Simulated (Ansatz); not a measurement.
The cell is Ga4SbAs3 as one 8-atom ordering (Pmm2) on the zincblende lattice; cell and atoms were relaxed with r2SCAN. It is orthorhombic, Pmm2 (No. 25); a = 4.094 Å, b = 8.187 Å, c = 5.773 Å in the conventional setting, 24.19 Å³ an atom. Around As lie 4 Ga at 2.47–2.48 Å; around Ga lie 3 As at 2.45–2.48 Å and 1 Sb at 2.62 Å; around As lie 4 Ga at 2.45–2.48 Å; around Ga lie 4 As at 2.48 Å; around Sb lie 4 Ga at 2.59–2.62 Å; around Ga lie 2 As at 2.47 Å and 2 Sb at 2.59 Å.

```cif
data_structure
_symmetry_space_group_name_H-M 'P 1'
_symmetry_Int_Tables_number 1
_cell_length_a 4.0942
_cell_length_b 8.1866
_cell_length_c 5.7733
_cell_angle_alpha 90.000
_cell_angle_beta 90.000
_cell_angle_gamma 90.000
_cell_volume 193.51
loop_
_atom_site_label
_atom_site_type_symbol
_atom_site_fract_x
_atom_site_fract_y
_atom_site_fract_z
_atom_site_occupancy
As1 As 0.00000 0.24210 0.00017 1
Ga1 Ga 0.50000 0.23694 0.75859 1
As2 As 0.50000 0.00000 0.50071 1
Ga2 Ga 0.00000 0.00000 0.25855 1
As3 As 0.00000 0.75790 0.00017 1
Ga3 Ga 0.50000 0.76306 0.75859 1
Sb1 Sb 0.50000 0.50000 0.49969 1
Ga4 Ga 0.00000 0.50000 0.22351 1
```

The questions ask for values computed with the PAW code Ansatz on this geometry. These are computed values for a non-magnetic cell that may be hypothetical; none is a measurement.

Given (6×4×4 mesh): The PBE gap is direct at Γ: 0.05 eV. (With 0.02 eV of smearing so small a gap leaves both edges partly filled, and it could close between the points sampled.)

Question: What does PBE+SOC give for the gap (6×4×4 mesh)?

Answer: PBE+SOC gives a direct gap of 0.05 eV at Γ. (This is within a few times the smearing of 0.02 eV, so the filling near the edges can be smeared.) The gap differs by 0.00 eV from PBE's.

Question: What does r2SCAN give for the gap (6×4×4 mesh)?

Answer: With r2SCAN the gap is 0.48 eV and direct, at Γ. The gap differs by +0.43 eV from PBE's.

Question: How does the gap change from PBE to HSE06 (4×2×4)?

Answer: With HSE06 the gap is 0.87 eV and direct, at Γ. The gap differs by +0.82 eV from PBE's.

Question: What do these levels agree on?

Answer: All these functionals give a gap of the same kind, direct.

Only the levels marked +SOC include spin-orbit coupling.

The meshes of the hybrids are coarse, so their gaps aren't converged to the digits shown.

Small gaps with spin-orbit coupling can be splittings of inverted bands, not the fundamental gap; semilocal functionals often invert bands that the real crystal keeps in order.

Gaps under 0.1 eV (PBE, PBE+SOC) can't be told from a closed one: the bands may be in normal order or already inverted, which a gap's size doesn't show.
